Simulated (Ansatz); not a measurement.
Calculated ¹⁷O NMR of the central transition for Li2AsPCO7

Cell: a computed structure from the Materials Project (it need not be an observed phase), atoms as given.

Space group P2_1/m (No. 11); a = 5.0975, b = 6.5417, c = 8.9434 Å, β = 93.93°.

```
site  Wyckoff  site symmetry       x       y       z
  Li       4f              1  0.7596  0.4579  0.7684
   P       2e              m  0.2540  0.2500  0.6044
  As       2e              m  0.1796  0.7500  0.6469
   C       2e              m  0.2754  0.7500  0.9303
 O11       2e              m  0.7422  0.2500  0.9308
 O12       2e              m  0.0469  0.7500  0.8391
 O13       2e              m  0.4859  0.7500  0.8586
 O14       4f              1  0.1154  0.0630  0.6718
 O16       2e              m  0.8101  0.7500  0.5732
 O17       2e              m  0.5510  0.2500  0.6345
```

One atom of each set is listed.

The numbers come from a DFT calculation in Ansatz (PBE, plane waves and PAW, scalar-relativistic, 420 eV cutoff, Γ-centred 5×4×3 k-points, Fermi–Dirac smearing 0.02 eV).

¹⁷O has I = 5/2 and Q = -25.58 mb (Pyykkö 2018); at 9.4 T its Larmor frequency is ν₀ = 54.3 MHz. Only the quadrupole interaction is simulated: positions count from each site's isotropic chemical shift, and J coupling is left out, as are shift anisotropy and dipolar coupling, which fast spinning averages.

Task: Give C_Q, η, the quadrupolar product P_Q = |C_Q|(1 + η²/3)^½, the second-order isotropic shift and the breadth of the pattern (fast magic-angle spinning) for each O site.

Result: 

| site | first shell | C_Q (MHz) | η | P_Q (MHz) | δ_QIS (ppm) | breadth (kHz) |
| --- | --- | --- | --- | --- | --- | --- |
| O11 | 1 C at 1.25 Å, 2 Li at 2.00 Å | 8.08 | 0.77 | 8.84 | -159 | 19.7 |
| O12 | 1 C at 1.38 Å, 1 As at 1.89 Å, angle 101°; also 2 Li at 2.46 Å | -7.34 | 0.64 | 7.82 | -125 | 15.6 |
| O13 | 1 C at 1.29 Å; also 2 Li at 2.53 Å | -6.56 | 0.84 | 7.30 | -108 | 13.3 |
| O14 | 1 P at 1.55 Å, 1 Li at 2.07 Å, 1 As at 2.09 Å; also 2 Li at 3.31–3.34 Å | -6.02 | 0.56 | 6.33 | -81.7 | 10.3 |
| O16 | 1 P at 1.60 Å, 1 As at 1.95 Å, angle 118°; also 2 Li at 2.61 Å | -6.39 | 0.87 | 7.14 | -104 | 12.7 |
| O17 | 1 P at 1.52 Å, 2 Li at 2.06 Å | -5.29 | 0.18 | 5.32 | -57.6 | 7.03 |

δ_QIS = −(ν_Q²/30ν₀²)[I(I+1) − 3/4](1 + η²/3) × 10⁶ ppm with ν_Q = 3|C_Q|/[2I(2I−1)]; it falls as 1/B₀² in ppm, and the breadth as 1/B₀ in kHz.

The broadest static pattern spans 64 kHz. The table holds for spinning faster than that; slower spinning leaves sidebands.

At O17 V_zz points along its shortest bond, to P (within 3°).

The largest force is 0.4 eV/Å, so the atoms aren't at the calculated equilibrium and relaxing them would move these values.

Hardware: 1 thread of Intel Xeon Platinum 8488C (Sapphire Rapids) (x86_64; 16 cores open to the job, memory cap 2.5 GiB, no GPU), a shared host with a load of 0.3 a core. Wall time 58 s, CPU time 56 s, peak memory 0.99 GiB.
